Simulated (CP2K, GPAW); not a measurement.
Given: the input of a run of CP2K 2026.2 on AlIn. The cell comes from a database or a generator and needn't be the stable form of this composition.

File alin_scf.inp:

```
&GLOBAL
  PROJECT alin_scf
  RUN_TYPE ENERGY_FORCE
  PRINT_LEVEL LOW
&END GLOBAL
&FORCE_EVAL
  METHOD QS
  STRESS_TENSOR ANALYTICAL
  &DFT
    BASIS_SET_FILE_NAME BASIS_MOLOPT_UZH
    POTENTIAL_FILE_NAME POTENTIAL_UZH
    &MGRID
      CUTOFF 450
      REL_CUTOFF 60
      NGRIDS 5
    &END MGRID
    &QS
      METHOD GPW
      EPS_DEFAULT 1.0E-10
    &END QS
    &KPOINTS
      SCHEME MONKHORST-PACK 10 10 5
      GAMMA_CENTERED T
      SYMMETRY T
      SYMMETRY_BACKEND SPGLIB
    &END KPOINTS
    &SCF
      SCF_GUESS ATOMIC
      EPS_SCF 1.0E-6
      MAX_SCF 100
      ADDED_MOS 10
      CHOLESKY OFF
      EPS_EIGVAL 1.0E-7
      &DIAGONALIZATION ON
        ALGORITHM STANDARD
      &END DIAGONALIZATION
      &MIXING ON
        METHOD BROYDEN_MIXING
        ALPHA 0.4
        BETA 1.5
        NBUFFER 8
      &END MIXING
      &SMEAR ON
        METHOD FERMI_DIRAC
        ELECTRONIC_TEMPERATURE [K] 580.226
      &END SMEAR
    &END SCF
    &XC
      &XC_FUNCTIONAL PBE
      &END XC_FUNCTIONAL
    &END XC
    &PRINT
      &KPOINTS ON
      &END KPOINTS
      &MULLIKEN ON
      &END MULLIKEN
      &MO ON
        ENERGIES T
        OCCUPATION_NUMBERS T
        &EACH
          QS_SCF 0
        &END EACH
        ADD_LAST NUMERIC
      &END MO
      &LOWDIN ON
      &END LOWDIN
      &HIRSHFELD ON
        SHAPE_FUNCTION DENSITY
      &END HIRSHFELD
    &END PRINT
  &END DFT
  &SUBSYS
    &CELL
      A 3.0541300000 0.0000000000 0.0000000000
      B -1.5270700000 2.6449600000 0.0000000000
      C 0.0000000000 0.0000000000 5.8280200000
      PERIODIC XYZ
    &END CELL
    &COORD
      SCALED
      Al  0.0000000000 0.0000000000 0.0000000000
      In  0.0000000000 0.0000000000 0.5000000000
    &END COORD
    &KIND Al
      BASIS_SET TZVP-MOLOPT-PBE-GTH-q3
      POTENTIAL GTH-PBE-q3
    &END KIND
    &KIND In
      BASIS_SET TZVP-MOLOPT-PBE-GTH-q13
      POTENTIAL GTH-PBE-q13
    &END KIND
    &PRINT
      &ATOMIC_COORDINATES ON
      &END ATOMIC_COORDINATES
      &CELL ON
      &END CELL
    &END PRINT
  &END SUBSYS
  &PRINT
    &FORCES ON
    &END FORCES
    &STRESS_TENSOR ON
    &END STRESS_TENSOR
  &END PRINT
&END FORCE_EVAL
```

Potentials or basis: POTENTIAL_UZH Al GTH-PBE-q3, In GTH-PBE-q13; TZVP-MOLOPT-PBE-GTH basis.

Run with:

```bash
$ OMP_NUM_THREADS=1 cp2k.psmp -i alin_scf.inp -o alin_scf.out
```

Q: What does the same run look like in GPAW 26.7.0 (ASE script)? Potentials or basis there: GPAW PAW data sets (gpaw-data 1.2.1), cutoff 600 eV.

A: As run (cutoffs and basis follow the program's own potentials, and thresholds, step limits or extra output files can differ):

Contents of run.py:

```python
from ase import Atoms
from ase.dft.bandgap import bandgap
from ase.io import write
from ase.units import GPa
from gpaw import GPAW, PW

atoms = Atoms(['Al', 'In'],
              cell=[[3.054133776, 0.0, 0.0],
                    [-1.527066888, 2.6449574366, 0.0],
                    [0.0, 0.0, 5.82802]],
              scaled_positions=[[0.0, 0.0, 0.0],
                                [0.0, 0.0, 0.5]],
              pbc=True)

calc = GPAW(mode=PW(600),
            xc='PBE',
            kpts={'size': (10, 10, 5), 'gamma': True},
            occupations={'name': 'fermi-dirac', 'width': 0.05},
            nbands=16,
            convergence={'density': 1e-05, 'energy': 1e-05},
            maxiter=150,
            txt='gpaw.txt')
atoms.calc = calc
energy = atoms.get_potential_energy()
forces = atoms.get_forces()
stress = atoms.get_stress()
calc.write('gs.gpw')
write('result.traj', atoms)
print(f'Energy: {energy:.6f} eV')
print('Forces (eV/A):')
print(forces.round(4))
print('Stress (GPa):', (stress / GPa).round(3))
print('Fermi level:', round(calc.get_fermi_level(), 4), 'eV')
print(f'Gap: {bandgap(calc)[0]:.4f} eV, direct: {bandgap(calc, direct=True)[0]:.4f} eV')
```

Potentials or basis: GPAW PAW data sets (gpaw-data 1.2.1), pw.

Run with:

```sh
$ OMP_NUM_THREADS=1 python run.py
```

Both were run:

|  | CP2K | GPAW |
| --- | --- | --- |
| Pressure | 0.1 GPa | -0.4 GPa |

Pressure is positive in compression.
